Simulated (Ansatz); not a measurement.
# Debugging a calculation of TeAs2

The input below was meant for crystalline TeAs2, with PBE, plane waves and PAW in Ansatz.

```yaml
crystal:
  lattice:
    - [-3.556454, 3.556454, 2.940516]
    - [3.556454, -3.556454, 2.940516]
    - [3.556454, 3.556454, -2.940516]
  atoms:
    - { symbol: Te, position: [0.7729015686, 0.2506032011, 0.5276205301] }
    - { symbol: Te, position: [-0.0578767626, -0.0110078733, -0.0526460655] }
    - { symbol: As, position: [0.4023728979, 0.6425821487, 0.2469782346] }
    - { symbol: As, position: [0.3704021573, 0.1300085854, 0.7503536915] }
    - { symbol: As, position: [0.3957829582, 0.6372015018, 0.7575952304] }
    - { symbol: As, position: [0.8491230364, 0.5993286864, 0.2385700012] }
basis:
  ecutwfc: 420
kpoints:
  mp_grid: { grid: [4, 4, 4] }
hamiltonian:
  xc: pbe
scf:
  occupations: { method: gaussian, width: 0.1 }
output:
  forces: true
  stress: true
  eigenvalues: true
relax:
  adjacent_minimum: "off"
  f_tol: 0.005
  max_steps: 1
  cell: { stress_tol: 0.05 }
```

Command:

```bash
ansatz run input.yaml --threads 1 --pin off --max-ram 2560MiB --backend cpu --events-out ev --progress --plain --runs-dir out
```

The program printed (HF is the Harris–Foulkes energy, dr2 the density residual in eV):

```text
Pseudopotential: Te, paw, valence charge 16, recommended cutoff 420 eV (normal)
Pseudopotential: As, paw, valence charge 15, recommended cutoff 420 eV (normal)
Crystal: 6 atoms, lattice volume = 148.771 Å³
Basis set: ecut = 420 eV, 2893 PW (Γ), exchange–correlation on 80×80×80 points (8 copies of the dense FFT grid, shifted against one another)
Bands: 56, of which v1, the nominal top of the filled ones, is band 46 counted from 1 (45 counted from 0)
Symmetry: 1 space group operations
Space group: P1 (ITA 1), of the structure as read, at distance tolerance 5.3e-5 Å
k-points: 36 of 64 (time reversal used)
Initial density: superposition of atomic densities, corrected by the library's trained network
SCF iter   1: HF=-33382.862545 eV  Δρ=3.77e-3  dr2=6.46e-2
SCF iter   2: HF=-33382.851377 eV  Δρ=2.13e-3  dr2=2.07e-2
SCF iter   3: HF=-33382.847488 eV  Δρ=6.73e-4  dr2=1.17e-3
SCF iter   4: HF=-33382.846649 eV  Δρ=4.24e-4  dr2=3.92e-4
   ...
SCF iter  12: HF=-33382.846632 eV  Δρ=3.45e-7  dr2=3.44e-10
SCF iter  13: HF=-33382.846632 eV  Δρ=1.45e-7  dr2=7.80e-11
SCF iter  14: F=-33382.846632 eV  HF=-33382.846632 eV  Δρ=6.43e-8  dr2=1.10e-11
SCF 1 converged in 14 iterations: F = -33382.846632 eV  dr2 = 1.10e-11
relax step   1: F+E_penalty+E_count = -33382.84663174 eV  Δ(F+E_penalty+E_count) = +0.000e0 eV  max|allowed force component| = 1.610e0 eV/Å  Δτ_max = 0.0000 Å  P = +0.782 GPa  Ω = 148.771 Å³  (14 SCF iters, accepted)
Step failed. What follows is not a result of the run: it is the report of the last solve that finished, which converged after 14 SCF iterations.
Free energy (F): -33382.846632 eV
E sigma→0 (E₀):  -33382.839951 eV
Entropy (-TS):   -0.013361 eV (-2.227 meV/atom)
Fermi energy:    10.109706 eV
--- Forces (eV/Å), atoms counted from 1 ---
  atom   1  Te     0.03774828    -0.72635915    -0.09990847
  atom   2  Te     0.07115333     1.61011579     1.25117975
  atom   3  As    -0.58102208     0.31397019     0.47943085
  atom   4  As     0.17088665     0.22717902     0.37629809
  atom   5  As     0.06817101    -0.72157738    -1.28843633
  atom   6  As     0.23306285    -0.70332855    -0.71856377
--- Stress (GPa, compression-positive) ---
       -0.506765       0.151484      -0.099723
        0.151484       1.000220       3.857058
       -0.099723       3.857058       1.852345
  P = ⅓ Tr σ = 0.7819 GPa (7.819 kbar)
```

Problem. Name the fault and the cure.

Solution. The fault is a relaxation cut at too few steps. Forces or stress still stood over their tolerances at the last step allowed. The cure is more steps.

Mended input, as a difference:

```diff
 relax:
-  max_steps: 1
+  max_steps: 100
```

With the mended input the run converges and gives a gap on the mesh of 0.15 eV, a pressure of 0.00 GPa.

The mended run took 8.6 min on 1 thread of Intel(R) Xeon(R) Processor @ 2.70GHz, with other jobs on the host, peak memory 0.57 GiB.